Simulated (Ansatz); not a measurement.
# What hybrid functionals make of GaN

Space group P6_3mc (No. 186). a = 3.177 Å, b = 3.177 Å, c = 5.175 Å, α = 90.00°, β = 90.00°, γ = 120.00°
```csv
atom,site,symmetry,x,y,z
Ga,2b,3m.,0.3333,0.6667,0.9992
N,2b,3m.,0.3333,0.6667,0.3758
```

All runs: Ansatz, plane waves and PAW, scalar-relativistic (no spin–orbit coupling), 4×4×4 k-mesh, Gaussian smearing of 0.05 eV, no spin polarisation. Semilocal reference PBE: gap 1.96 eV, pressure 7.3 GPa. The hybrids carry no U.

Order these functionals by the gap that they give, smallest first.
A. r2SCAN0-type hybrid with an exact-exchange fraction taken as 1/ε∞
B. HSE06-type hybrid with an exact-exchange fraction of 0.2
C. PBE0
D. CAM-B3LYP
E. HSE06-type hybrid with a screening parameter of 0.3 Å⁻¹
F. r2SCANh
G. HSE06-type hybrid with an exact-exchange fraction of 0.1
H. PBE0-type hybrid with an exact-exchange fraction taken as 1/ε∞

G (2.46 eV), B (2.99 eV), E (3.04 eV), F (3.12 eV), H (3.33 eV), A (3.77 eV), C (3.97 eV), D (6.35 eV).

What are the full results?


| functional | gap | pressure (GPa) | cutoff (eV) | core-seconds |
| --- | --- | --- | --- | --- |
| HSE06-type hybrid with an exact-exchange fraction of 0.1 | 2.46 eV | 4.7 | 420 | 40 |
| HSE06-type hybrid with an exact-exchange fraction of 0.2 | 2.99 eV | 2.3 | 420 | 43 |
| HSE06-type hybrid with a screening parameter of 0.3 Å⁻¹ | 3.04 eV | 1.5 | 420 | 44 |
| r2SCANh | 3.12 eV | -0.4 | 500 | 62 |
| PBE0-type hybrid with an exact-exchange fraction taken as 1/ε∞ | 3.33 eV | 2.8 | 420 | 280 |
| r2SCAN0-type hybrid with an exact-exchange fraction taken as 1/ε∞ | 3.77 eV | -1.7 | 500 | 480 |
| PBE0 | 3.97 eV | 0.9 | 420 | 43 |
| CAM-B3LYP | 6.35 eV | 0.6 | 420 | 53 |

In the PBE0 form the gap grows almost linearly with the exact-exchange fraction, by 0.80 eV for each tenth. The dielectric-dependent PBE0 form takes the fraction 0.173 = 1/ε∞, that is ε∞ = 5.8. On shared hosts the hybrid runs at the reference's cutoff took roughly 14 to 97 times the core time of the semilocal one on the same mesh, with some more bands. Measured gap: 3.44 eV (direct; 300 K; a printed reference work (textbook)); 3.42 eV (300 K; a printed reference work (textbook)).

Caveats: core times come from shared hosts and scatter; functionals with much or all of the long-range exchange (Hartree–Fock, LC-wPBE, CAM-B3LYP) overshoot the gaps of most solids, bar the widest; gaps are read on a coarse mesh; stress loosely converged.
